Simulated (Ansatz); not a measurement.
Relaxed ZnCu (CsCl type):

```yaml
crystal:
  lattice:
    - [5.92765, 0.00000, 0.00000]
    - [0.00000, 2.96382, 0.00000]
    - [0.00000, 0.00000, 2.96382]
  atoms:
    - { symbol: Zn, position: [0.00000, 0.00000, 0.00000] }
    - { symbol: Zn, position: [0.50000, 0.00000, 0.00000] }
    - { symbol: Cu, position: [0.25000, 0.50000, 0.50000] }
    - { symbol: Cu, position: [0.75000, 0.50000, 0.50000] }
```

In each cell atom 3 (Cu, nearest neighbour Zn at 2.567 Å; its periodic images, 3.0 Å or more away, move with it) moves by s·(0.577, 0.577, 0.577) (along Cartesian [111]), the rest being held.

All values below come from PBE (plane waves to 420 eV, PAW, scalar-relativistic; Ansatz, a first-principles code). k mesh 7×13×13 (Γ-centred), Fermi-Dirac smearing 0.05 eV. Energies are smeared free energies. Left out: 2 of 11 points, with atoms too close for the PAW data. With partly filled bands, energies and forces of such displacements shift with the k mesh and the smearing. ZnCu is run without spin polarisation. ZnCu was relaxed with its symmetry unable to fall. The zero of ΔE is the undisplaced structure. The last digit holds for this mesh only.

```tsv
s (Å)	ΔE (meV/cell)
-0.616	1427.1
-0.462	withheld
-0.308	245.4
-0.154	55.7
0.000	0.0
0.154	55.7
0.308	245.4
0.462	withheld
0.616	1427.1
```

Q: Fit an even polynomial form (powers 2, 4, 6) to the given rows and predict ΔE at s = -0.462.

A: Least squares on the 7 given rows: ΔE = (2274)·s² + (3089)·s⁴ + (2184)·s⁶, in meV/cell with s in Å; root-mean-square residual 0.06 meV/cell. At -0.462 the fit gives 647.3 meV/cell; the calculation gives 647.2 meV/cell, so the interpolation is off by 0.1 (+0.0 %). The quadratic term alone would give 485.4 meV/cell.

(A displaced cell: forces are minus the slopes of the energy, force constants its curvatures, and phonons follow from these.)
